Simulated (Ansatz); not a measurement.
Relaxed-ion elastic tensor of InAs (rock salt, Fm-3m) in GPa (Voigt order), PBEsol in the plane-wave PAW code Ansatz; density 6.98 g/cm³, 22.57 Å³ per atom.

```csv
,1,2,3,4,5,6
1,149,32.7,32.7,0.0,0.0,0.0
2,32.7,149,32.7,0.0,0.0,0.0
3,32.7,32.7,149,0.0,0.0,0.0
4,0.0,0.0,0.0,18.0,0.0,0.0
5,0.0,0.0,0.0,0.0,18.0,0.0
6,0.0,0.0,0.0,0.0,0.0,18.0
```

Q: Is the crystal mechanically stable?

A: Yes: the smallest eigenvalue of C is 18.0 GPa.

Q: Work out the Voigt, Reuss and Hill averages.

A: K_V = 71.5, K_R = 71.5, K_H = 71.5; G_V = 34.0, G_R = 24.9, G_H = 29.5 GPa.

Q: Give Young's modulus, Poisson's ratio, Pugh's ratio and the universal anisotropy index.

A: E = 9KG/(3K + G) = 77.7 GPa; ν = 0.32; K/G = 2.42 (ductile by the Pugh limit of 1.75); A_U = 5G_V/G_R + K_V/K_R − 6 = 1.84.

Q: Estimate the sound speeds and the Debye temperature.

A: v_l = √((K + 4G/3)/ρ) = 3980 m/s, v_t = √(G/ρ) = 2050 m/s, mean 2300 m/s; Θ = (h/k)(3n/4πV)^(1/3) v_m = 242 K.

Q: Give the Zener ratio and Young's modulus along [100], [110] and [111].

A: A = 2C44/(C11 − C12) = 0.31; 1/E = S11 − 2(S11 − S12 − S44/2)Γ with Γ = 0, 1/4, 1/3 gives 137, 59.3, 49.9 GPa.

The workflow started from a Materials Project entry (that database holds measured and hypothetical structures alike); the Crystallography Open Database copy checked does not list it. It is not the phase usual at ambient conditions (space group No. 216). The cell was relaxed with PBEsol under the symmetry of its start; of distortions, only those at the zone centre were tested. As this level gives no gap, shear constants depend on the k-mesh and smearing (Fermi–Dirac, 0.1 eV here).

Potentials: the later of the program's two PAW sets.
